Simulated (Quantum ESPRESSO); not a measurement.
Space group P4/nmm, origin choice 1 (No. 129); a = 3.906 Å, b = 3.906 Å, c = 7.337 Å, α = 90.00°, β = 90.00°, γ = 90.00°

```
atom  site  symmetry       x       y       z
----  ----  --------  ------  ------  ------
O       2a      -4m2  0.0000  0.0000  0.0000
Cl      2c       4mm  0.0000  0.5000  0.3540
Bi      2c       4mm  0.5000  0.0000  0.1730
```

Cell and atoms were relaxed with PBE+D3(BJ) from Materials Project entry mp-22939, within its symmetry.

Problem. What does norm-conserving PBEsol (Quantum ESPRESSO, 84 Ry, without SOC) give for the electronic structure near the Fermi level?

Solution. The PBEsol gap is indirect, 2.54 eV, from 80 % of the way from Z to R to Z; the smallest direct gap is 2.86 eV. Spin-orbit coupling is left out; with 6p states at a band edge it can lower the gap by many tenths of an eV, most of a small gap.
